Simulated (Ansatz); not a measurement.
## Na8MgNi2O8, one structure, two calculations

Cell: a computed structure from the Materials Project (it need not be an observed phase), taken as it stands.

```yaml
crystal:
  lattice:
    - [5.73161, 0.00000, 0.00000]
    - [1.90780, 5.46635, 0.00000]
    - [2.64922, -0.71917, 8.46175]
  atoms:
    - { symbol: Na, position: [0.57196, 0.93307, 0.86439] }
    - { symbol: Na, position: [0.08491, 0.43487, 0.83453] }
    - { symbol: Na, position: [0.62480, 0.42845, 0.70045] }
    - { symbol: Na, position: [0.16518, 0.91987, 0.67042] }
    - { symbol: Na, position: [0.81247, 0.91526, 0.47092] }
    - { symbol: Na, position: [0.98313, 0.57632, 0.19459] }
    - { symbol: Na, position: [0.31557, 0.98361, 0.24961] }
    - { symbol: Na, position: [0.46921, 0.41292, 0.04713] }
    - { symbol: Mg, position: [0.61719, 0.30020, 0.35104] }
    - { symbol: Ni, position: [0.11423, 0.43657, 0.49773] }
    - { symbol: Ni, position: [0.00268, 0.01841, 0.00845] }
    - { symbol: O, position: [0.25982, 0.71986, 0.90542] }
    - { symbol: O, position: [0.82882, 0.17793, 0.86652] }
    - { symbol: O, position: [0.39253, 0.20981, 0.55414] }
    - { symbol: O, position: [0.90406, 0.67456, 0.65631] }
    - { symbol: O, position: [0.90812, 0.30644, 0.42432] }
    - { symbol: O, position: [0.31568, 0.57103, 0.32203] }
    - { symbol: O, position: [0.18883, 0.20806, 0.04324] }
    - { symbol: O, position: [0.75413, 0.99555, 0.20506] }
```

Atom numbers follow the list; atoms alike are taken as one site, whose name carries the number of the first.

First run. Computed with Ansatz: DFT, PBE, plane waves and PAW, scalar-relativistic, collinear spin, 420 eV cutoff, Γ-centred 4×4×3 k-points, Fermi–Dirac smearing 0.02 eV. Start moments as typed (μB): 0 0 0 0 0 0 0 0 0 -3 3 0 0 0 0 0 0 0 0 by atom. The program fits them to the shells of the files, so those used differ somewhat.

```csv
site,atom,V_zz (10²¹ V/m²),η,m (μB)
Na1,1,3.04,0.27,0.00
Na3,3,-0.59,0.66,0.01
Na7,7,1.20,0.82,0.00
Mg,9,1.93,0.71,0.00
Ni10,10,3.85,0.92,-1.68
Ni11,11,-1.60,0.52,1.70
O12,12,6.28,0.18,0.22
O13,13,6.87,0.14,0.24
O14,14,5.94,0.30,-0.21
O15,15,5.88,0.36,-0.29
O16,16,5.25,0.56,-0.21
O17,17,6.57,0.22,-0.19
O18,18,5.82,0.18,0.26
O19,19,5.38,0.29,0.16
```

Second run. The same atoms and settings, except that the functional is r2SCAN and the cutoff is 500 eV.

Problem. What does the second run give?

Solution. 

```csv
site,atom,V_zz,η,change of V_zz,m (μB)
Na1,1,3.18,0.26,+0.14,0.00
Na3,3,-0.60,0.55,-0.01,0.01
Na7,7,1.29,0.81,+0.09,0.00
Mg,9,2.01,0.67,+0.08,0.00
Ni10,10,3.59,0.51,-0.26,-1.81
Ni11,11,-1.72,0.63,-0.12,1.84
O12,12,6.15,0.18,-0.13,0.23
O13,13,6.84,0.16,-0.03,0.23
O14,14,5.79,0.36,-0.15,-0.21
O15,15,6.26,0.34,+0.38,-0.29
O16,16,5.12,0.69,-0.13,-0.21
O17,17,6.18,0.21,-0.39,-0.18
O18,18,5.78,0.19,-0.04,0.26
O19,19,5.02,0.31,-0.36,0.16
```

The largest change of V_zz is on O17, from 6.57 to 6.18. The whole tensor moves most on Ni10, by 1.22 along its most changed direction. In per cent, |V_zz| changes by +3 to +8 on Na, +4 on Mg, -7 to +8 on Ni, -7 to +6 on O (all sites that start above 0.5). Where |V_zz| stays above 0.1, η moves most on Ni10, from 0.92 to 0.51. The table leaves out 5 of the 19 sites, with |V_zz| up to 2.68; their tensors move by 0.14 at most along any direction. The statements above cover all sites. The absolute magnetisation of the cell goes from 6.0 to 6.2 μB.

With these PAW files V_zz is typically within 2 to 3 % of all-electron values, but misses above 10 % occur on Ni. The magnetic order is the one that the run reached from its start moments, not necessarily the measured one.
For the first run: With a gap of 0.3 eV on this mesh, small gradients can still move by 0.1 × 10²¹ V/m² or more as the k-mesh gets denser.
For the second run: The largest force is 0.3 eV/Å, so the atoms aren't at the calculated equilibrium and relaxing them would move these values. The program didn't check the stability of this electronic state in full, so a lower one may lie near. With a gap of 0.9 eV on this mesh, small gradients can still move by 0.1 × 10²¹ V/m² or more as the k-mesh gets denser.
